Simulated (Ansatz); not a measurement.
A relaxation computed with Ansatz, from input to last step.

```yaml
crystal:
  lattice:
    - [8.205140644, 0.0, 8.205140644]
    - [8.205140644, 8.205140644, 0.0]
    - [0.0, 8.205140644, 8.205140644]
  atoms:
    - { symbol: Si, position: [0.25, 0.25, 0.25] }
    - { symbol: Si, position: [0.25, 0.5833333333, 0.25] }
    - { symbol: Si, position: [0.25, 0.9166666667, 0.25] }
    - { symbol: Si, position: [0.5833333333, 0.25, 0.25] }
    - { symbol: Si, position: [0.5833333333, 0.5833333333, 0.25] }
    - { symbol: Si, position: [0.5833333333, 0.9166666667, 0.25] }
    - { symbol: Si, position: [0.9166666667, 0.25, 0.25] }
    - { symbol: Si, position: [0.9166666667, 0.5833333333, 0.25] }
    - { symbol: Si, position: [0.9166666667, 0.9166666667, 0.25] }
    - { symbol: Si, position: [0.25, 0.25, 0.5833333333] }
    - { symbol: Si, position: [0.25, 0.5833333333, 0.5833333333] }
    - { symbol: Si, position: [0.25, 0.9166666667, 0.5833333333] }
    - { symbol: Si, position: [0.5833333333, 0.25, 0.5833333333] }
    - { symbol: Si, position: [0.5833333333, 0.5833333333, 0.5833333333] }
    - { symbol: Si, position: [0.5833333333, 0.9166666667, 0.5833333333] }
    - { symbol: Si, position: [0.9166666667, 0.25, 0.5833333333] }
    - { symbol: Si, position: [0.9166666667, 0.5833333333, 0.5833333333] }
    - { symbol: Si, position: [0.9166666667, 0.9166666667, 0.5833333333] }
    - { symbol: Si, position: [0.25, 0.25, 0.9166666667] }
    - { symbol: Si, position: [0.25, 0.5833333333, 0.9166666667] }
    - { symbol: Si, position: [0.25, 0.9166666667, 0.9166666667] }
    - { symbol: Si, position: [0.5833333333, 0.25, 0.9166666667] }
    - { symbol: Si, position: [0.5833333333, 0.5833333333, 0.9166666667] }
    - { symbol: Si, position: [0.5833333333, 0.9166666667, 0.9166666667] }
    - { symbol: Si, position: [0.9166666667, 0.25, 0.9166666667] }
    - { symbol: Si, position: [0.9166666667, 0.5833333333, 0.9166666667] }
    - { symbol: Si, position: [0.9166666667, 0.9166666667, 0.9166666667] }
    - { symbol: Si, position: [0.1666666667, 0.1666666667, 0.1666666667] }
    - { symbol: Si, position: [0.1666666667, 0.5, 0.1666666667] }
    - { symbol: Si, position: [0.1666666667, 0.8333333333, 0.1666666667] }
    - { symbol: Si, position: [0.5, 0.1666666667, 0.1666666667] }
    - { symbol: Si, position: [0.5, 0.5, 0.1666666667] }
    - { symbol: Si, position: [0.5, 0.8333333333, 0.1666666667] }
    - { symbol: Si, position: [0.8333333333, 0.1666666667, 0.1666666667] }
    - { symbol: Si, position: [0.8333333333, 0.5, 0.1666666667] }
    - { symbol: Si, position: [0.8333333333, 0.8333333333, 0.1666666667] }
    - { symbol: Si, position: [0.1666666667, 0.1666666667, 0.5] }
    - { symbol: Si, position: [0.1666666667, 0.5, 0.5] }
    - { symbol: Si, position: [0.1666666667, 0.8333333333, 0.5] }
    - { symbol: Si, position: [0.5, 0.1666666667, 0.5] }
    - { symbol: Si, position: [0.5, 0.5, 0.5] }
    - { symbol: Si, position: [0.5, 0.8333333333, 0.5] }
    - { symbol: Si, position: [0.8333333333, 0.1666666667, 0.5] }
    - { symbol: Si, position: [0.8333333333, 0.5, 0.5] }
    - { symbol: Si, position: [0.8333333333, 0.8333333333, 0.5] }
    - { symbol: Si, position: [0.1666666667, 0.1666666667, 0.8333333333] }
    - { symbol: Si, position: [0.1666666667, 0.5, 0.8333333333] }
    - { symbol: Si, position: [0.1666666667, 0.8333333333, 0.8333333333] }
    - { symbol: Si, position: [0.5, 0.1666666667, 0.8333333333] }
    - { symbol: Si, position: [0.5, 0.5, 0.8333333333] }
    - { symbol: Si, position: [0.5, 0.8333333333, 0.8333333333] }
    - { symbol: Si, position: [0.8333333333, 0.1666666667, 0.8333333333] }
    - { symbol: Si, position: [0.8333333333, 0.5, 0.8333333333] }
    - { symbol: Si, position: [0.8333333333, 0.8333333333, 0.8333333333] }
    - { symbol: Au, position: [0.0106727396, 0.005809861, -0.0103527435] }
total_charge: 1
basis:
  ecutwfc: 420
  xc_grid: 2
kpoints:
  mp_grid: { grid: [2, 2, 2], shift: [0.0, 0.0, 0.0] }
hamiltonian:
  xc: pbe
scf:
  occupations: { method: gaussian, width: 0.02 }
output:
  forces: true
  stress: false
  eigenvalues: true
  write_density: true
  write_potential: true
  elf: true
  volumetric_format: npy
relax:
  adjacent_minimum: "off"
  f_tol: 0.02
  max_steps: 60
```

```bash
ansatz run input.yaml --threads 8 --pin off --max-ram 20480MiB --backend cpu --events-out ev --progress --plain --runs-dir out
```

Level of theory: DFT PBE, scalar-relativistic, plane waves, PAW (Ansatz).

The cell holds a point defect: Au interstitial, charge +1.

Of 18 frames 3 are shown, positions in Å and forces in eV/Å; the SCF threshold varies from step to step.

```xyz
55
Lattice="8.2051 0.0000 8.2051 8.2051 8.2051 0.0000 0.0000 8.2051 8.2051" Properties=species:S:1:pos:R:3:forces:R:3 pbc="T T T" step=1 free_energy_over_end_meV_per_atom=18.05
Si    4.1026    4.1026    4.1026   -0.0130    0.0033   -0.0002
Si    6.8376    6.8376    4.1026   -0.1356   -0.1088   -0.0064
Si    9.5727    9.5727    4.1026    0.0894    0.1112   -0.0132
Si    6.8376    4.1026    6.8376   -0.1338    0.0079   -0.1130
Si    9.5727    6.8376    6.8376   -0.0333    0.0151    0.0089
Si   12.3077    9.5727    6.8376   -0.0339    0.1064   -0.1020
Si    9.5727    4.1026    9.5727    0.0864   -0.0027    0.1021
Si   12.3077    6.8376    9.5727   -0.0304   -0.0948    0.0988
Si   15.0428    9.5727    9.5727   -1.0427    0.8992    0.8412
Si    4.1026    6.8376    6.8376   -0.0568   -0.1127   -0.1183
Si    6.8376    9.5727    6.8376   -0.0146   -0.0033    0.0098
Si    9.5727   12.3077    6.8376    0.0907    0.0254   -0.1078
Si    6.8376    6.8376    9.5727   -0.0146    0.0159   -0.0093
Si    9.5727    9.5727    9.5727   -0.0337   -0.0028   -0.0089
Si   12.3077   12.3077    9.5727   -0.0250    0.0048   -0.0789
Si    9.5727    6.8376   12.3077    0.0877   -0.0991    0.0147
Si   12.3077    9.5727   12.3077   -0.0254   -0.0694   -0.0017
Si   15.0428   12.3077   12.3077    0.0425    0.0065   -0.0005
Si    4.1026    9.5727    9.5727   -0.0561    0.1273    0.1212
Si    6.8376   12.3077    9.5727   -0.1412    0.0174    0.1185
Si    9.5727   15.0428    9.5727    1.7477   -1.9989    2.0903
Si    6.8376    9.5727   12.3077   -0.1395    0.1230    0.0024
Si    9.5727   12.3077   12.3077   -0.1165    0.0069    0.0007
Si   12.3077   15.0428   12.3077   -0.0257    0.0891    0.0020
Si    9.5727    9.5727   15.0428    1.3925    1.7778   -1.6985
Si   12.3077   12.3077   15.0428   -0.0261    0.0085    0.0796
Si   15.0428   15.0428   15.0428   -1.2328   -0.9517   -1.0161
Si    2.7350    2.7350    2.7350    0.0124   -0.0070   -0.0026
Si    5.4701    5.4701    2.7350    0.0221    0.0020   -0.0057
Si    8.2051    8.2051    2.7350   -0.0291    0.0001    0.9616
Si    5.4701    2.7350    5.4701    0.0231   -0.0109    0.0072
Si    8.2051    5.4701    5.4701    0.1016    0.0079    0.0123
Si   10.9402    8.2051    5.4701    0.0089   -0.0804    0.0090
Si    8.2051    2.7350    8.2051   -0.0277    0.8734   -0.0103
Si   10.9402    5.4701    8.2051    0.0101    0.0032   -0.0734
Si   13.6752    8.2051    8.2051   -0.6951    0.0055   -0.0033
Si    2.7350    5.4701    5.4701    0.0138   -0.0024    0.0019
Si    5.4701    8.2051    5.4701    0.0304    0.0789    0.0133
Si    8.2051   10.9402    5.4701   -0.0599   -0.0138    0.0094
Si    5.4701    5.4701    8.2051    0.0302    0.0087    0.0836
Si    8.2051    8.2051    8.2051    0.0253   -0.0066   -0.0003
Si   10.9402   10.9402    8.2051    0.0088   -0.0137    0.0762
Si    8.2051    5.4701   10.9402   -0.0580    0.0034   -0.0079
Si   10.9402    8.2051   10.9402    0.0100    0.0695   -0.0079
Si   13.6752   10.9402   10.9402   -0.1449    0.1745    0.1852
Si    2.7350    8.2051    8.2051    1.3524    0.0138   -0.0011
Si    5.4701   10.9402    8.2051    0.0319   -0.0194   -0.0870
Si    8.2051   13.6752    8.2051   -0.0353   -1.0444    0.0061
Si    5.4701    8.2051   10.9402    0.0316   -0.0919   -0.0149
Si    8.2051   10.9402   10.9402    0.1057   -0.0183   -0.0141
Si   10.9402   13.6752   10.9402    0.1967   -0.1644    0.1517
Si    8.2051    8.2051   13.6752   -0.0333    0.0170   -0.9463
Si   10.9402   10.9402   13.6752    0.2062    0.1509   -0.1632
Si   13.6752   13.6752   13.6752   -0.1398   -0.1925   -0.1816
Au    0.1352   -0.0373    0.0026   -1.2047    0.3549   -0.2135
55
Lattice="8.2051 0.0000 8.2051 8.2051 8.2051 0.0000 0.0000 8.2051 8.2051" Properties=species:S:1:pos:R:3:forces:R:3 pbc="T T T" step=9 free_energy_over_end_meV_per_atom=1.63
Si    4.0806    4.1225    4.0989    0.0000   -0.0066    0.0057
Si    6.8229    6.8314    4.1068    0.0033   -0.0075    0.0050
Si    9.5769    9.5852    4.1057   -0.0007   -0.0077    0.0048
Si    6.8092    4.1355    6.8122    0.0043   -0.0062    0.0092
Si    9.5658    6.8446    6.8375    0.0033   -0.0070    0.0050
Si   12.2748    9.5996    6.8142    0.0029   -0.0067    0.0097
Si    9.5709    4.1198    9.5734   -0.0002   -0.0063    0.0039
Si   12.2884    6.8387    9.5752    0.0039   -0.0056    0.0048
Si   15.0085    9.6056    9.5728    0.0186   -0.0175    0.0151
Si    4.0960    6.8371    6.8285    0.0056   -0.0075    0.0090
Si    6.8350    9.5761    6.8394    0.0039   -0.0080    0.0084
Si    9.5723   12.3154    6.8314   -0.0002   -0.0101    0.0092
Si    6.8350    6.8477    9.5682    0.0007   -0.0065    0.0067
Si    9.5637    9.5765    9.5692    0.0012   -0.0061    0.0050
Si   12.3421   12.2754    9.5516    0.0006   -0.0074    0.0084
Si    9.5648    6.8464   12.3037    0.0010   -0.0056    0.0041
Si   12.3231    9.5489   12.2923    0.0016   -0.0115    0.0070
Si   15.0694   12.2973   12.2951    0.0025   -0.0075    0.0076
Si    4.0996    9.5975    9.5891   -0.0005   -0.0057    0.0050
Si    6.8132   12.3104    9.5903    0.0018   -0.0036    0.0053
Si    9.7047   14.9070    9.7289    0.0087   -0.0037    0.0144
Si    6.8012    9.6095   12.2822    0.0031   -0.0046    0.0068
Si    9.5597   12.2869   12.3283   -0.0007   -0.0091    0.0077
Si   12.3322   15.0595   12.3298    0.0038   -0.0097    0.0093
Si    9.6092    9.6748   14.9573    0.0119   -0.0084    0.0168
Si   12.3119   12.3115   15.0636    0.0024   -0.0076    0.0109
Si   14.9529   15.0134   14.9712    0.0027   -0.0066    0.0077
Si    2.7225    2.7486    2.7369   -0.0012    0.0067   -0.0049
Si    5.4543    5.4804    2.7378   -0.0022    0.0061   -0.0054
Si    8.2345    8.1718    2.7813   -0.0134    0.0267   -0.0098
Si    5.4474    2.7560    5.4616   -0.0013    0.0044   -0.0060
Si    8.2075    5.4800    5.4693   -0.0036    0.0074   -0.0062
Si   10.9297    8.2031    5.4693   -0.0032    0.0086   -0.0050
Si    8.1958    2.8037    8.1775   -0.0078    0.0031    0.0032
Si   10.9323    5.4773    8.2033   -0.0031    0.0089   -0.0063
Si   13.6062    8.2146    8.1830    0.0034    0.0108   -0.0056
Si    2.7198    5.4839    5.4714   -0.0013    0.0058   -0.0073
Si    5.4748    8.2021    5.4794   -0.0032    0.0082   -0.0075
Si    8.2088   10.9359    5.4795   -0.0002    0.0080   -0.0059
Si    5.4674    5.4854    8.2057   -0.0022    0.0100   -0.0097
Si    8.2023    8.2090    8.2044   -0.0023    0.0067   -0.0058
Si   10.9256   10.9437    8.2068   -0.0034    0.0077   -0.0086
Si    8.2043    5.4827   10.9349   -0.0008    0.0090   -0.0068
Si   10.9281    8.2072   10.9361   -0.0015    0.0093   -0.0052
Si   13.6773   10.9430   10.9659   -0.0100    0.0125   -0.0069
Si    2.7887    8.1901    8.2403   -0.0015    0.0153   -0.0081
Si    5.4742   10.9366    8.2123   -0.0016    0.0079   -0.0071
Si    8.2194   13.6260    8.2438   -0.0060   -0.0026   -0.0126
Si    5.4672    8.2088   10.9316   -0.0018    0.0077   -0.0091
Si    8.2028   10.9438   10.9329   -0.0017    0.0085   -0.0066
Si   11.0605   13.5588   11.0455   -0.0138    0.0172   -0.0157
Si    8.1781    8.2379   13.6118   -0.0102    0.0027   -0.0075
Si   11.0159   10.9721   13.6315   -0.0052    0.0096   -0.0113
Si   13.6532   13.6111   13.6364   -0.0050    0.0087   -0.0086
Au    0.1530   -0.1247   -0.0036    0.0183   -0.0334   -0.0160
55
Lattice="8.2051 0.0000 8.2051 8.2051 8.2051 0.0000 0.0000 8.2051 8.2051" Properties=species:S:1:pos:R:3:forces:R:3 pbc="T T T" step=18 free_energy_over_end_meV_per_atom=0.00
Si    4.0323    4.1743    4.1762    0.0020   -0.0003   -0.0027
Si    6.8332    6.8478    4.1328    0.0011   -0.0005   -0.0019
Si    9.5641    9.5788    4.1329    0.0020   -0.0007   -0.0014
Si    6.8341    4.1312    6.8489    0.0006   -0.0002    0.0006
Si    9.5622    6.8499    6.8508    0.0003   -0.0003   -0.0008
Si   12.2808    9.5779    6.8491    0.0014   -0.0011   -0.0015
Si    9.5644    4.1319    9.5797   -0.0005   -0.0011   -0.0004
Si   12.2800    6.8475    9.5797    0.0025    0.0013    0.0005
Si   15.0928    9.5244    9.5252    0.0011   -0.0012   -0.0025
Si    4.1243    6.8688    6.8696    0.0001   -0.0004    0.0010
Si    6.8266    9.5855    6.8649    0.0008   -0.0008   -0.0002
Si    9.5431   12.2879    6.8698    0.0004    0.0004   -0.0004
Si    6.8267    6.8640    9.5863   -0.0003   -0.0021   -0.0001
Si    9.5481    9.5855    9.5861    0.0019   -0.0014    0.0012
Si   12.3481   12.2689    9.5515    0.0016    0.0000    0.0015
Si    9.5433    6.8687   12.2893    0.0006    0.0005   -0.0045
Si   12.3484    9.5512   12.2697    0.0007    0.0009   -0.0020
Si   15.0659   12.2690   12.2698   -0.0005   -0.0022   -0.0014
Si    4.1162    9.6780    9.6791   -0.0002   -0.0022    0.0010
Si    6.7342   12.2960    9.6790    0.0021    0.0010    0.0019
Si    9.6322   14.9850    9.7458   -0.0025    0.0041   -0.0106
Si    6.7348    9.6773   12.2984    0.0007   -0.0020    0.0010
Si    9.5677   12.3160   12.3141   -0.0019   -0.0007    0.0004
Si   12.3013   15.0494   12.3143    0.0005    0.0038   -0.0003
Si    9.6369    9.7477   14.9847   -0.0070   -0.0124    0.0054
Si   12.3026   12.3149   15.0499   -0.0020   -0.0003    0.0019
Si   14.8700   14.9799   14.9854    0.0109    0.0105    0.0043
Si    2.6914    2.7978    2.7987    0.0008    0.0013    0.0040
Si    5.4090    5.5152    2.7989   -0.0023   -0.0004    0.0021
Si    8.2137    8.1985    2.7789   -0.0004   -0.0019   -0.0013
Si    5.4094    2.7973    5.5171   -0.0017    0.0026   -0.0019
Si    8.2098    5.4809    5.4818   -0.0028    0.0004   -0.0008
Si   10.9312    8.2022    5.4818   -0.0019    0.0026   -0.0009
Si    8.2152    2.7770    8.1990   -0.0023    0.0009   -0.0011
Si   10.9311    5.4808    8.2031    0.0007    0.0002    0.0014
Si   13.6350    8.1969    8.1990   -0.0005   -0.0003    0.0011
Si    2.6644    5.5424    5.5437    0.0002    0.0005    0.0006
Si    5.4776    8.2189    5.4883   -0.0001   -0.0011    0.0000
Si    8.1932   10.9345    5.4884    0.0002    0.0003   -0.0005
Si    5.4779    5.4872    8.2195   -0.0004    0.0012   -0.0012
Si    8.1956    8.2164    8.2173   -0.0005    0.0011   -0.0003
Si   10.9249   10.9341    8.2193   -0.0022    0.0012    0.0007
Si    8.1932    5.4874   10.9354    0.0021    0.0016    0.0005
Si   10.9245    8.2189   10.9354   -0.0012   -0.0025    0.0002
Si   13.7251   10.8921   10.8928   -0.0013    0.0013   -0.0011
Si    2.8892    8.2919    8.2878   -0.0151   -0.0082   -0.0021
Si    5.4551   10.9571    8.2226   -0.0003    0.0000   -0.0028
Si    8.1202   13.5235    8.2877    0.0072    0.0103    0.0011
Si    5.4555    8.2216   10.9582    0.0004    0.0016    0.0004
Si    8.1904   10.9565   10.9581   -0.0007    0.0004    0.0004
Si   11.0213   13.5960   10.9727    0.0002   -0.0021   -0.0006
Si    8.1235    8.2885   13.5257    0.0016   -0.0013   -0.0030
Si   11.0229   10.9760   13.5937   -0.0012   -0.0023    0.0029
Si   13.6414   13.5947   13.5940    0.0029    0.0000    0.0018
Au    0.6799   -0.6776   -0.6788    0.0022    0.0001    0.0107
```

The run took 5.1 min on 8 threads of Intel(R) Xeon(R) Platinum 8259CL CPU @ 2.50GHz (Skylake/Cascade Lake) (shared host), peak memory 7.8 GiB.

Spin–orbit coupling is left out, which can shift energies with elements as heavy as these.